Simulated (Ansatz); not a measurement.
**Bond compression in HfB2**

```
CELL_PARAMETERS angstrom
3.13268 0.00000 0.00000
-1.56634 2.71298 0.00000
0.00000 0.00000 3.47921
ATOMIC_POSITIONS crystal
Hf 0.00000 0.00000 0.00000
B 0.33333 0.66667 0.50000
B 0.66667 0.33333 0.50000
```

The cell is Materials Project entry mp-1994, used as a structure alone.

Its shortest bond, of 1.809 Å between atom 2 (B) and the nearest image of atom 3 (B), is scaled by moving both atoms along it, with the cell held and the other atoms too. The force apart is half the difference of the two atoms' forces along the bond; it holds the pull and push of their other neighbours too.

Level of theory: DFT with PBEsol, scalar-relativistic, in Ansatz 0.2.0; a Γ-centred 10×10×8 k mesh, Fermi–Dirac smearing of 0.05 eV, no spin polarisation. LAPW: all electrons, basis error target 1 meV/atom; PAW: frozen-core files, cutoff 420 eV; crystal datasets: all electrons, by PAW datasets that the program makes for each cell; PAW (cutoff 600 eV): frozen-core files, cutoff 600 eV.

Energies are extrapolated to zero smearing and count from the unscaled cell; pressure is positive in compression; gaps take the mesh and a band path. No temperature or zero-point motion is included.

Spin–orbit coupling is left out, which matters for the heavy atoms. The PAW files were made under PBE.

```tsv
bond (Å)	force apart (eV/Å)	P LAPW (GPa)	ΔE LAPW (eV/atom)	P PAW − LAPW (GPa)	ΔE PAW − LAPW (meV/atom)	force PAW − LAPW (eV/Å)
1.809	0.00	?	0.000	-0.06	0.0	0.000
1.718	1.34	-2.30	0.020	-0.06	0.0	0.001
1.628	2.98	0.04	0.084	-0.06	0.0	0.003
1.121	36.00	65.6	2.480	-0.45	-6.7	-0.200
```

Give the missing entry: row "1.809", column "P LAPW (GPa)".

-3.01.

At the last bond length, how far do crystal datasets and PAW (cutoff 600 eV) lie from LAPW in pressure and in the largest force component?

crystal datasets: 0.00 GPa, 0.001 eV/Å; PAW (cutoff 600 eV): -0.47 GPa, 0.175 eV/Å, on a LAPW pressure of 65.6 GPa.

How do the Löwdin populations by LAPW change from the unscaled cell to the last row, on the two atoms of the bond?

B2 2s 0.72 → 0.69, B2 2p 2.60 → 2.68, B3 2s 0.72 → 0.69, B3 2p 2.60 → 2.68 electrons an atom. These are projections on the shells that the free atoms fill; 0.03 e a cell lies outside them at the start and 0.05 e at the end.
